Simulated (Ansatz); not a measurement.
**Eigenvalues along a path: Bi (diamond type)**

```
Bi
1.0
     0.00000    3.58328    3.58328
     3.58328    0.00000    3.58328
     3.58328    3.58328    0.00000
Bi
2
Cartesian
  -0.8958 -0.8958 -0.8958
  0.8958 0.8958 0.8958
```

The cell comes from a relaxation on PAW files under the same functional, begun from a prototype that needn't be the stable phase.

Computed with Ansatz 0.2.0; functional PBEsol, scalar-relativistic. Settings: a Γ-centred 11×11×11 k mesh, Fermi–Dirac smearing of 0.08 eV, no spin polarisation. Methods: LAPW: all electrons, basis error target 1 meV/atom.

Spin–orbit coupling is left out, which matters for the heavy atoms.

Path points, in fractions of the reciprocal vectors: Γ (0.000, 0.000, 0.000), X (0.500, 0.000, 0.500), U (0.625, 0.250, 0.625), K (0.375, 0.375, 0.750), L (0.500, 0.500, 0.500), W (0.500, 0.250, 0.750). The distance column jumps between branches of the path. Levels in eV from the Fermi level; bands 23 to 43, counted from the lowest band of the run. The gap is zero, the pressure -0.01 GPa.

```
# k(1/Å) point b23 b24 b25 b26 b27 b28 b29 b30 b31 b32 b33 b34 b35 b36 b37 b38 b39 b40 b41 b42 b43
0.000 Γ -22.73 -22.73 -22.73 -22.68 -22.68 -22.49 -22.49 -22.48 -22.48 -22.48 -12.58 -7.62 -1.27 -1.27 -1.27 0.94 0.94 0.94 3.26 7.07 7.07
0.125 - -22.73 -22.73 -22.73 -22.68 -22.67 -22.50 -22.49 -22.48 -22.48 -22.47 -12.54 -7.74 -1.43 -1.43 -1.17 0.76 1.17 1.17 3.57 6.25 7.11
0.250 - -22.73 -22.73 -22.73 -22.67 -22.66 -22.53 -22.50 -22.47 -22.47 -22.47 -12.41 -8.04 -1.79 -1.79 -0.90 0.40 1.70 1.70 4.31 5.40 7.25
0.376 - -22.74 -22.74 -22.72 -22.66 -22.64 -22.55 -22.51 -22.47 -22.46 -22.46 -12.20 -8.48 -2.17 -2.17 -0.59 0.06 2.37 2.37 4.82 5.27 7.48
0.501 - -22.75 -22.75 -22.72 -22.64 -22.61 -22.58 -22.53 -22.48 -22.45 -22.45 -11.90 -9.00 -2.50 -2.50 -0.35 -0.20 3.08 3.08 4.61 6.31 7.80
0.626 - -22.75 -22.75 -22.70 -22.62 -22.61 -22.59 -22.54 -22.49 -22.44 -22.44 -11.54 -9.55 -2.76 -2.76 -0.36 -0.27 3.77 3.77 4.81 7.08 8.21
0.751 - -22.76 -22.76 -22.68 -22.64 -22.60 -22.56 -22.56 -22.51 -22.44 -22.44 -11.11 -10.10 -2.91 -2.91 -0.42 -0.31 4.32 4.32 5.37 6.90 8.72
0.877 X -22.76 -22.76 -22.66 -22.66 -22.58 -22.58 -22.53 -22.53 -22.44 -22.44 -10.63 -10.63 -2.96 -2.96 -0.39 -0.39 4.55 4.55 6.14 6.14 8.73
0.921 - -22.76 -22.76 -22.66 -22.66 -22.58 -22.58 -22.54 -22.53 -22.44 -22.44 -10.63 -10.62 -2.99 -2.96 -0.39 -0.34 4.49 4.53 6.09 6.20 8.59
0.965 - -22.76 -22.76 -22.66 -22.66 -22.58 -22.58 -22.54 -22.53 -22.44 -22.44 -10.65 -10.60 -3.05 -2.94 -0.39 -0.21 4.34 4.46 5.97 6.36 8.33
1.010 - -22.76 -22.76 -22.66 -22.65 -22.59 -22.58 -22.55 -22.53 -22.44 -22.43 -10.68 -10.57 -3.13 -2.92 -0.39 -0.01 4.15 4.35 5.80 6.58 8.05
1.054 - -22.77 -22.76 -22.66 -22.64 -22.59 -22.58 -22.55 -22.53 -22.44 -22.43 -10.73 -10.52 -3.23 -2.88 -0.40 0.25 3.94 4.21 5.61 6.82 7.77
1.098 - -22.77 -22.76 -22.66 -22.63 -22.59 -22.58 -22.56 -22.53 -22.44 -22.43 -10.79 -10.46 -3.32 -2.84 -0.41 0.53 3.73 4.05 5.41 7.07 7.50
1.142 - -22.77 -22.76 -22.66 -22.62 -22.59 -22.58 -22.57 -22.53 -22.44 -22.43 -10.85 -10.39 -3.40 -2.78 -0.42 0.84 3.53 3.86 5.22 7.24 7.29
1.187 U -22.77 -22.76 -22.66 -22.61 -22.59 -22.58 -22.58 -22.53 -22.44 -22.43 -10.93 -10.30 -3.46 -2.72 -0.45 1.15 3.35 3.67 5.06 6.99 7.48
1.724 K -22.77 -22.76 -22.66 -22.61 -22.59 -22.58 -22.58 -22.53 -22.44 -22.43 -10.93 -10.30 -3.46 -2.72 -0.45 1.15 3.35 3.67 5.06 6.99 7.48
1.856 - -22.77 -22.76 -22.67 -22.61 -22.60 -22.58 -22.57 -22.53 -22.44 -22.43 -11.22 -9.97 -3.52 -2.49 -0.57 1.85 2.95 3.05 4.96 6.36 7.66
1.989 - -22.76 -22.75 -22.68 -22.63 -22.62 -22.56 -22.54 -22.53 -22.44 -22.43 -11.54 -9.55 -3.35 -2.21 -0.78 1.92 2.46 2.77 5.58 5.91 7.21
2.122 - -22.76 -22.75 -22.69 -22.65 -22.63 -22.55 -22.53 -22.52 -22.45 -22.44 -11.87 -9.06 -3.00 -1.92 -1.01 1.61 1.94 2.66 5.66 5.89 6.51
2.255 - -22.74 -22.74 -22.71 -22.66 -22.65 -22.53 -22.52 -22.49 -22.46 -22.45 -12.16 -8.55 -2.50 -1.66 -1.21 1.27 1.51 2.36 5.28 5.66 6.08
2.388 - -22.74 -22.73 -22.72 -22.67 -22.66 -22.52 -22.51 -22.48 -22.47 -22.46 -12.39 -8.09 -1.94 -1.45 -1.31 1.03 1.20 1.78 4.40 5.92 6.19
2.521 - -22.73 -22.73 -22.72 -22.67 -22.67 -22.50 -22.50 -22.48 -22.48 -22.47 -12.53 -7.75 -1.46 -1.31 -1.30 0.94 1.01 1.20 3.60 6.44 6.66
2.654 Γ -22.73 -22.73 -22.73 -22.68 -22.68 -22.49 -22.49 -22.48 -22.48 -22.48 -12.58 -7.62 -1.27 -1.27 -1.27 0.94 0.94 0.94 3.26 7.07 7.07
2.762 - -22.73 -22.73 -22.72 -22.67 -22.67 -22.50 -22.50 -22.48 -22.48 -22.48 -12.55 -7.71 -1.33 -1.33 -1.33 0.98 1.03 1.03 3.50 6.68 6.68
2.870 - -22.73 -22.73 -22.72 -22.67 -22.67 -22.51 -22.51 -22.49 -22.47 -22.47 -12.45 -7.94 -1.51 -1.48 -1.48 1.19 1.24 1.24 4.07 6.33 6.33
2.979 - -22.74 -22.74 -22.72 -22.66 -22.66 -22.52 -22.52 -22.49 -22.46 -22.46 -12.30 -8.28 -1.77 -1.67 -1.67 1.50 1.50 1.62 4.69 6.17 6.17
3.087 - -22.74 -22.74 -22.71 -22.65 -22.65 -22.52 -22.52 -22.50 -22.46 -22.46 -12.10 -8.68 -2.02 -1.84 -1.84 1.73 1.73 2.25 5.01 6.22 6.22
3.196 - -22.75 -22.75 -22.71 -22.65 -22.65 -22.53 -22.53 -22.50 -22.45 -22.45 -11.89 -9.06 -2.22 -1.97 -1.97 1.89 1.89 2.99 5.03 6.48 6.48
3.304 - -22.75 -22.75 -22.71 -22.64 -22.64 -22.53 -22.53 -22.51 -22.45 -22.45 -11.71 -9.35 -2.35 -2.06 -2.06 1.98 1.98 3.71 5.02 6.78 6.88
3.413 L -22.75 -22.75 -22.70 -22.64 -22.64 -22.53 -22.53 -22.51 -22.45 -22.45 -11.63 -9.46 -2.39 -2.09 -2.09 2.00 2.00 4.07 5.07 6.37 7.13
3.501 - -22.75 -22.75 -22.70 -22.64 -22.64 -22.53 -22.53 -22.51 -22.45 -22.45 -11.61 -9.49 -2.67 -2.13 -1.76 1.94 2.08 3.97 5.23 6.24 7.10
3.590 - -22.76 -22.75 -22.69 -22.63 -22.63 -22.54 -22.54 -22.52 -22.45 -22.44 -11.54 -9.58 -3.00 -2.23 -1.31 1.80 2.30 3.72 5.66 5.91 7.10
3.678 - -22.76 -22.75 -22.68 -22.63 -22.62 -22.56 -22.55 -22.53 -22.44 -22.43 -11.42 -9.72 -3.24 -2.40 -0.86 1.64 2.64 3.39 5.55 6.24 7.18
3.767 - -22.77 -22.76 -22.67 -22.62 -22.61 -22.57 -22.55 -22.53 -22.44 -22.43 -11.27 -9.91 -3.38 -2.61 -0.44 1.49 2.97 3.09 5.33 6.71 7.32
3.856 - -22.77 -22.76 -22.66 -22.61 -22.59 -22.59 -22.56 -22.54 -22.43 -22.43 -11.08 -10.13 -3.42 -2.84 -0.03 1.30 2.90 3.14 5.44 6.85 7.53
3.944 - -22.77 -22.77 -22.64 -22.61 -22.60 -22.58 -22.57 -22.55 -22.43 -22.43 -10.86 -10.37 -3.37 -3.06 0.35 1.04 2.86 3.09 5.86 6.72 7.81
4.033 W -22.77 -22.77 -22.63 -22.63 -22.59 -22.59 -22.56 -22.56 -22.43 -22.43 -10.62 -10.62 -3.25 -3.25 0.71 0.71 2.95 2.95 6.36 6.36 8.23
4.095 - -22.77 -22.77 -22.63 -22.63 -22.59 -22.59 -22.56 -22.56 -22.43 -22.43 -10.62 -10.62 -3.24 -3.24 0.64 0.64 3.05 3.05 6.36 6.36 8.24
4.158 - -22.77 -22.77 -22.64 -22.64 -22.59 -22.59 -22.56 -22.56 -22.43 -22.43 -10.62 -10.62 -3.20 -3.20 0.45 0.45 3.29 3.29 6.34 6.34 8.26
4.221 - -22.76 -22.76 -22.64 -22.64 -22.59 -22.59 -22.55 -22.55 -22.43 -22.43 -10.62 -10.62 -3.15 -3.15 0.21 0.21 3.61 3.61 6.30 6.30 8.31
4.283 - -22.76 -22.76 -22.65 -22.65 -22.58 -22.58 -22.54 -22.54 -22.43 -22.43 -10.62 -10.62 -3.09 -3.09 -0.02 -0.02 3.95 3.95 6.25 6.25 8.38
4.346 - -22.76 -22.76 -22.66 -22.66 -22.58 -22.58 -22.54 -22.54 -22.44 -22.44 -10.62 -10.62 -3.03 -3.03 -0.21 -0.21 4.25 4.25 6.20 6.20 8.49
4.408 - -22.76 -22.76 -22.66 -22.66 -22.58 -22.58 -22.54 -22.54 -22.44 -22.44 -10.63 -10.63 -2.98 -2.98 -0.34 -0.34 4.47 4.47 6.15 6.15 8.64
4.471 X -22.76 -22.76 -22.66 -22.66 -22.58 -22.58 -22.53 -22.53 -22.44 -22.44 -10.63 -10.63 -2.96 -2.96 -0.39 -0.39 4.55 4.55 6.14 6.14 8.73
```
